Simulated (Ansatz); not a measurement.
Relaxed-ion elastic tensor of C (diamond, space group No. 227) in GPa (Voigt order), PBEsol (plane waves, PAW; program Ansatz); density 3.56 g/cm³, 5.61 Å³ per atom.

```
1070   140   140   0.0   0.0   0.0
 140  1070   140   0.0   0.0   0.0
 140   140  1070   0.0   0.0   0.0
 0.0   0.0   0.0   573   0.0   0.0
 0.0   0.0   0.0   0.0   573   0.0
 0.0   0.0   0.0   0.0   0.0   573
```

Q: Is the crystal mechanically stable?

A: Yes: the smallest eigenvalue of C is 573 GPa.

Q: Work out the Voigt, Reuss and Hill averages.

A: K_V = 450, K_R = 450, K_H = 450; G_V = 530, G_R = 525, G_H = 527 GPa.

Q: Give Young's modulus, Poisson's ratio, Pugh's ratio and the universal anisotropy index.

A: E = 9KG/(3K + G) = 1140 GPa; ν = 0.08; K/G = 0.85 (brittle by the Pugh limit of 1.75); A_U = 5G_V/G_R + K_V/K_R − 6 = 0.05.

Q: Estimate the sound speeds and the Debye temperature.

A: v_l = √((K + 4G/3)/ρ) = 18000 m/s, v_t = √(G/ρ) = 12200 m/s, mean 13300 m/s; Θ = (h/k)(3n/4πV)^(1/3) v_m = 2230 K.

Q: Give the Zener ratio and Young's modulus along [100], [110] and [111].

A: A = 2C44/(C11 − C12) = 1.23; 1/E = S11 − 2(S11 − S12 − S44/2)Γ with Γ = 0, 1/4, 1/3 gives 1040, 1160, 1210 GPa.

Space group Fd-3m (diamond). The cell was relaxed with PBEsol under the symmetry of its start.

Potentials: the later of the program's two PAW sets.
